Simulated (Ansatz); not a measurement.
# What DFT gives for Sn

```xyz
1
Lattice="-1.6081 1.6081 2.9475 1.6081 -1.6081 2.9475 1.6081 1.6081 -2.9475" Properties=species:S:1:pos:R:3 pbc="T T T"
Sn    0.0000    0.0000    0.0000
```

The numbers come from plane-wave PAW DFT (Ansatz): r2SCAN, no spin polarisation, 500 eV, 15×15×15 Γ-centred k points, fermi-dirac occupations (width 0.1 eV). Nothing was relaxed.

Q: What do density and ELF say about some of the short contacts?

A: Sn–Sn at 3.22 Å: least valence density 0.19 e/Å³ and ELF 0.47 there. Both are smooth PAW fields, read partly inside the augmentation spheres.

Q: What does the stress say?

A: The pressure is -3.8 GPa (compression positive), so with the atoms held at these fractions the cell would first shrink.

Q: Metal or insulator?

A: It is a metal, with about 0.6 states/eV a cell as the mean within 0.25 eV of the Fermi level, mostly Sn p (85 %) and Sn s (13 %).

Origin: a database entry at a rescaled volume.
